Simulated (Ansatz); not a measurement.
KBr:
Space group Fm-3m (No. 225); a = b = c = 6.6088 Å, α = β = γ = 90.00°

```csv
atom,site,symmetry,x,y,z
K,4a,m-3m,0.0000,0.0000,0.0000
Br,4b,m-3m,0.5000,0.5000,0.5000
```
(The calculation used a cell of 2 atoms; values per cell refer to that cell.)

Relaxed with r²SCAN.

Problem. Decompose the optical modes at the zone centre into irreducible representations, and say which are infrared and Raman allowed.

Solution. Point group m-3m: Γ_opt = T1u. Infrared: T1u. Raman: none.

Problem. Assign frequencies (DFPT, r²SCAN in the plane-wave PAW code Ansatz; without the LO–TO term).

Solution. T1u 116 cm⁻¹.

The r²SCAN relaxation kept the symmetry of its start; phonons on a q-mesh show no instability.

Potentials: the later of the program's two PAW sets.
